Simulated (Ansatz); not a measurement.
## P3Pt2: settings compared (Ansatz)

Run with:

```bash
ansatz run input.yaml --threads 1 --pin off --max-ram 2560MiB --backend cpu --events-out ev --progress --plain --runs-dir out
```

Input:

```yaml
crystal:
  lattice:
    - [-3.997651, 0.0, 3.736006]
    - [3.997651, 0.0, 3.736006]
    - [0.0, 6.06593, 3.736006]
  atoms:
    - { symbol: Pt, position: [0.718, 0.282, 0.0] }
    - { symbol: Pt, position: [0.282, 0.718, 0.0] }
    - { symbol: Pt, position: [0.75, 0.25, 0.5] }
    - { symbol: Pt, position: [0.25, 0.75, 0.5] }
    - { symbol: P, position: [0.1333, 0.1333, 0.147] }
    - { symbol: P, position: [0.2803, 0.2803, 0.853] }
    - { symbol: P, position: [0.8667, 0.8667, 0.853] }
    - { symbol: P, position: [0.7197, 0.7197, 0.147] }
    - { symbol: P, position: [0.8519, 0.8519, 0.2962] }
    - { symbol: P, position: [0.1481, 0.1481, 0.7038] }
  symmetry: { tolerance: 0.0003 }
kpoints:
  mp_grid: { grid: [4, 4, 4], shift: [0, 0, 0] }
magnetization:
  spin_polarized: false
scf:
  occupations: { method: methfessel_paxton, width: 0.2623 }
hamiltonian:
  pseudopotentials: { kind: paw }
  xc: pbe
basis:
  ecutwfc: 420
output:
  forces: true
  stress: true
  eigenvalues: true
  write_density: true
  write_potential: true
  elf: true
  volumetric_format: npy
```

Origin of the cell: a known structure type with other elements, at an estimated volume, so it need not be a known compound.

Output of this run (shortened):

```
Pseudopotentials: kind: paw
Pseudopotential: Pt, paw, valence charge 18, recommended cutoff 420 eV (normal), Pt.paw.azcp
Pseudopotential: P, paw, valence charge 5, recommended cutoff 420 eV (normal), P.paw.azcp
Functional definition: PBE
  exchange = pbe_x(kappa = kappa, mu = beta*pi^2/3)
  correlation = pbe_c(beta = beta)
Crystal: 10 atoms, lattice volume = 181.192 Å³
Basis set: ecut = 420 eV, 3529 PW (Γ), exchange–correlation on 80×80×96 points (8 copies of the dense FFT grid, shifted against one another)
Bands: 62, of which v1, the nominal top of the filled ones, is band 51 counted from 1 (50 counted from 0)
Symmetry: 8 space group operations
Space group: Fmmm (ITA 69), of the structure as read, at distance tolerance 1.7e-3 Å
k-points: 18 of 64
[… 4 lines left out …]
Initial density: superposition of atomic densities (neutral atoms: chi_scale 0, normalization atom), corrected by the library's trained network
Functional: x = pbe(κ = 0.804, μ = 0.219515), c = pbe(β = 0.066725)
SCF iter   1: F=—  HF=-54607.773130 eV  Δρ=1.17e-2  dr2=5.68e-1
SCF iter   2: F=—  HF=-54607.825535 eV  S|Δr|=    0.00e0  Δρ=9.35e-3  dr2=5.18e-1  defer=27
SCF iter   3: F=—  HF=-54607.714210 eV  S|Δr|=    0.00e0  Δρ=3.11e-3  dr2=2.96e-2  defer=28
SCF iter   4: F=—  HF=-54607.709111 eV  S|Δr|=    0.00e0  Δρ=1.67e-3  dr2=6.31e-3  defer=14
SCF iter   5: F=—  HF=-54607.709556 eV  S|Δr|=    0.00e0  Δρ=5.42e-4  dr2=1.45e-3  defer=14
SCF iter   6: F=—  HF=-54607.709323 eV  S|Δr|=    0.00e0  Δρ=1.36e-4  dr2=6.25e-5  defer=8
SCF iter   7: F=—  HF=-54607.709421 eV  S|Δr|=    0.00e0  Δρ=5.49e-5  dr2=1.06e-5  defer=1
SCF iter   8: F=—  HF=-54607.709426 eV  S|Δr|=    0.00e0  Δρ=1.76e-5  dr2=1.38e-6  defer=1
SCF iter   9: F=—  HF=-54607.709426 eV  S|Δr|=    0.00e0  Δρ=8.37e-6  dr2=4.20e-7  defer=1
SCF iter  10: F=-54607.709426 eV  HF=-54607.709426 eV  S|Δr|=    0.00e0  Δρ=1.77e-6  dr2=1.04e-8
SCF 1 converged in 10 iterations: F = -54607.709426 eV  dr2 = 1.04e-8
SCF converged after 10 iterations
Stability not checked: this state was not tested for a lower state beside it, because cold or Methfessel-Paxton smearing, or corrected tetrahedra, fill the levels in a way that the test cannot read (fill_not_monotonic; […]
Free energy (F): -54607.709426 eV
Harris-Foulkes:  -54607.709426 eV  (|F-HF|=1.02e-9)
Internal energy: -54607.716379 eV  (E = F + TS)
E sigma→0 (E₀):  -54607.711164 eV
Entropy (-TS):   0.006953 eV (0.695 meV/atom)
Fermi energy:    11.807159 eV
--- Per-component energies (eV) ---
  E_band       = -1127.980614
  E_kinetic    = 3017.240292
  E_local      = -9952.548186  (includes V_loc(G=0)·N_el)
  E_nonlocal   = 1026.555785
  E_hartree    = 3783.454868
  E_xc         = -1420.602496
  E_vxc        = -1580.553728  (∫ρ·V_xc dr)
  E_paw        = -41238.878676  (= ΣΔE_a)
  E_vpaw       = -1205.586100  (= ΣTr[D̂ρ^β])
  E_aug_tail   = 0.000814  (compensation charges beyond the density's cutoff)
  E_ewald      = -9822.938779
  E_smearing   = 0.006953  (= −TS)
  Σ components = -54607.709426   (vs F -54607.709426, Δ=0.00e0)
--- Forces (eV/Å), atoms counted from 1 ---
  atom   1  Pt     0.198594     0.000000     0.000000
[… 4 lines left out …]
  atom   6  P     -0.000000    -7.079884    10.955807
  atom   7  P     -0.000000    -7.079884   -10.955807
  atom   8  P     -0.000000     7.079884   -10.955807
  atom   9  P      0.000000    12.801757     0.000000
  atom  10  P      0.000000   -12.801757     0.000000
  max |Σ_I F_I| component: 3.55e-15 eV/Å
--- Stress (GPa, compression-positive) ---
      -12.056061       0.000000       0.000000
        0.000000      45.178466       0.000000
        0.000000       0.000000      45.252741
  P = ⅓ Tr σ = 26.1250 GPa (261.250 kbar)
```

The same input was run again with these changes:

1. `kpoints.mp_grid.grid` [4, 4, 4] → [3, 3, 3]; `scf.occupations.width` 0.2623 → default; `scf.occupations.method` methfessel_paxton → tetrahedron; `scf.convergence.dr2_threshold` default → 0.0001
2. `hamiltonian.hubbard` default → { sites: [{ species: Pt, l: d, u_eff: 5.0 }], double_counting: amf }; `crystal.symmetry` { tolerance: 0.0003 } → { detect: false }; `scf.occupations.width` 0.2623 → default; `scf.occupations.method` methfessel_paxton → tetrahedron_uncorrected
3. `scf.eigensolver.kind` default → davidson; `accuracy` default → high
4. `hamiltonian.hubbard` default → { sites: [{ species: Pt, l: d, u_eff: 8.0 }], double_counting: fll }; `accuracy` default → medium; `scf.eigensolver.kind` default → davidson

| run | end | SCF iterations | P (GPa) | max force component (eV/Å) | moment (μB) | ΔE(σ→0) (meV/atom) |
| --- | --- | --- | --- | --- | --- | --- |
| base | converged | 10 | 26.13 | 12.802 | – | 0 |
| 1 | converged | 7 | 26.54 | 12.871 | – | 3.04 |
| 2 | converged | 13 | 26.21 | 12.838 | – | – |
| 3 | converged | 12 | 26.12 | 12.802 | – | 0.00 |
| 4 | converged | 10 | 31.55 | 12.540 | – | – |

Energies are compared only where functional, datasets, charge and starting cell are the same.

Not properties of the system: run 1 (too coarse or loose: `kpoints.mp_grid.grid` = [3, 3, 3], `scf.convergence.dr2_threshold` = 0.0001).

Caveats of the base run: no moments, though an odd count or open d shells may carry them; no spin-orbit coupling, though heavy elements are present; the given cell is far from equilibrium, with atoms too close or a volume far off; the k mesh is coarse if the cell is a metal; wide smearing.

Run 1: forces and stress under tetrahedra may miss the slope of the energy; the SCF threshold is loose for forces.

The base run took 33 s on 1 thread of Arm Neoverse N1, on a shared host, peak memory 0.47 GiB, from the program's own first density.
